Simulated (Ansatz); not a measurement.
Input and command of a plane-wave DFT calculation in Ansatz:

```yaml
crystal:
  lattice:
    - [5.9890190805, 0.0, 5.9890190805]
    - [5.9890190805, 5.9890190805, 0.0]
    - [0.0, 5.9890190805, 5.9890190805]
  atoms:
    - { symbol: Al, position: [0.0, 0.0, 0.0] }
    - { symbol: Al, position: [0.0, 0.3333333333, 0.0] }
    - { symbol: Al, position: [0.0, 0.6666666667, 0.0] }
    - { symbol: Al, position: [0.3333333333, 0.0, 0.0] }
    - { symbol: Al, position: [0.3333333333, 0.3333333333, 0.0] }
    - { symbol: Al, position: [0.3333333333, 0.6666666667, 0.0] }
    - { symbol: Al, position: [0.6666666667, 0.0, 0.0] }
    - { symbol: Al, position: [0.6666666667, 0.3333333333, 0.0] }
    - { symbol: Al, position: [0.6666666667, 0.6666666667, 0.0] }
    - { symbol: Al, position: [0.0, 0.0, 0.3333333333] }
    - { symbol: Al, position: [0.0, 0.3333333333, 0.3333333333] }
    - { symbol: Al, position: [0.0, 0.6666666667, 0.3333333333] }
    - { symbol: Al, position: [0.3333333333, 0.0, 0.3333333333] }
    - { symbol: Al, position: [0.3333333333, 0.3333333333, 0.3333333333] }
    - { symbol: Al, position: [0.3333333333, 0.6666666667, 0.3333333333] }
    - { symbol: Al, position: [0.6666666667, 0.0, 0.3333333333] }
    - { symbol: Al, position: [0.6666666667, 0.3333333333, 0.3333333333] }
    - { symbol: Al, position: [0.6666666667, 0.6666666667, 0.3333333333] }
    - { symbol: Al, position: [0.0, 0.0, 0.6666666667] }
    - { symbol: Al, position: [0.0, 0.3333333333, 0.6666666667] }
    - { symbol: Al, position: [0.0, 0.6666666667, 0.6666666667] }
    - { symbol: Al, position: [0.3333333333, 0.0, 0.6666666667] }
    - { symbol: Al, position: [0.3333333333, 0.3333333333, 0.6666666667] }
    - { symbol: Al, position: [0.3333333333, 0.6666666667, 0.6666666667] }
    - { symbol: Al, position: [0.6666666667, 0.0, 0.6666666667] }
    - { symbol: Al, position: [0.6666666667, 0.3333333333, 0.6666666667] }
    - { symbol: Al, position: [0.6666666667, 0.6666666667, 0.6666666667] }
basis:
  ecutwfc: 500
  xc_grid: 3
kpoints:
  mp_grid: { grid: [4, 4, 4], shift: [0.0, 0.0, 0.0] }
hamiltonian:
  xc: r2scan
scf:
  occupations: { method: gaussian, width: 0.1 }
output:
  forces: true
  stress: true
  eigenvalues: true
  write_density: true
  write_potential: true
  elf: true
  volumetric_format: npy
```

```bash
ansatz run input.yaml --threads 8 --pin off --max-ram 20480MiB --backend cpu --events-out ev --progress --plain --runs-dir out
```

Processor: Intel(R) Xeon(R) Platinum 8259CL CPU @ 2.50GHz (Skylake/Cascade Lake), 8 threads, on a host shared with other jobs.

Question: How long does it run, and how much memory does it take?

Answer: About 9.7 s on 8 threads of Intel(R) Xeon(R) Platinum 8259CL CPU @ 2.50GHz (Skylake/Cascade Lake) (shared host), peak memory 2.5 GiB. It solves 68 bands at 8 k points (the mesh reduced by the symmetry that the task leaves, which can be less than the crystal's) with about 10969 plane waves, in 7 SCF iterations.
